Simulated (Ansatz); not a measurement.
SnRu3N:
```
CELL_PARAMETERS angstrom
      4.08817     0.00000     0.00000
      0.00000     4.08817     0.00000
      0.00000     0.00000     4.08817
ATOMIC_POSITIONS crystal
  Sn 0.00000 0.00000 0.00000
  Ru 0.00000 0.50000 0.50000
  Ru 0.50000 0.00000 0.50000
  Ru 0.50000 0.50000 0.00000
  N  0.50000 0.50000 0.50000
```

Relaxed with PBE. Special points in fractions of this cell's reciprocal vectors: Γ (0.000, 0.000, 0.000); X (0.000, 0.500, 0.000); M (0.500, 0.500, 0.000); R (0.500, 0.500, 0.500).

Q: List the band energies nearest the Fermi level at these points for PBE with spin–orbit coupling (plane waves, PAW; program Ansatz).

A: In eV from the Fermi level; about four levels below and three above (degenerate sets whole), none deeper than 8.9 eV; points with the same levels are listed once.

```json
[
 {"k": "Γ", "below": "-1.14 -1.14 -1.14 -1.14 -0.32 -0.32", "above": "0.27 0.27 0.27 0.27"},
 {"k": "X", "below": "-0.36 -0.36 -0.24 -0.24", "above": "0.67 0.67 1.61 1.61"},
 {"k": "M", "below": "-0.81 -0.81 -0.54 -0.54", "above": "0.27 0.27 0.94 0.94"},
 {"k": "R", "below": "-0.84 -0.84 -0.84 -0.84", "above": "0.36 0.36 0.49 0.49 0.49 0.49"}
]
```

Space group Pm-3m (anti-perovskite). The start of the workflow was typed in or built on a structure type; neither database checked (COD, Materials Project) lists it. Its standing as an ambient phase is unchecked. Symmetry was held in the PBE relaxation; its stability against distortions is not shown here. The workflow began spin-polarised and lost its moments. The volume moved by 17 % from the start of the relaxation.

Potentials: the earlier of the program's two PAW sets.
